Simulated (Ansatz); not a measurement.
Polymorphs of H, each relaxed with the program Ansatz at the LDA level (PAW):

A: Cmce
a = 4.0109 Å, b = 3.8559 Å, c = 3.8993 Å, α = β = γ = 90.00°

```tsv
atom	site	symmetry	x	y	z
H	8f	m..	0.0000	0.0720	0.0687
```

B: Cmcm
a = 2.852 Å, b = 4.680 Å, c = 5.584 Å, α = 90.00°, β = 90.00°, γ = 90.00°

| atom | site | symmetry | x | y | z |
|---|---|---|---|---|---|
| H | 8f | m.. | 0.0000 | 0.5733 | 0.0312 |

### Question
Rank these by energy per atom at 0 K (lowest first), as LDA gives it.

### Answer
A (+0 meV/atom), B (+16 meV/atom)

### Question
Give each one's gap.

### Answer
A 7.40 eV; B 6.51 eV.

Not the usual ambient phase: A; B. Gas or liquid at ambient conditions: A; B. Weakly bound layers, chains or molecules computed without a dispersion correction, so cells and soft constants are ill determined: A; B. All cells were relaxed under the symmetry of their starts (and spin orders); stability against distortions was not tested throughout.

Energies hold the estimated change up to a 700 eV cutoff; steps of a few meV lie near the error of the meshes.

Potentials: the later of the program's two PAW sets.
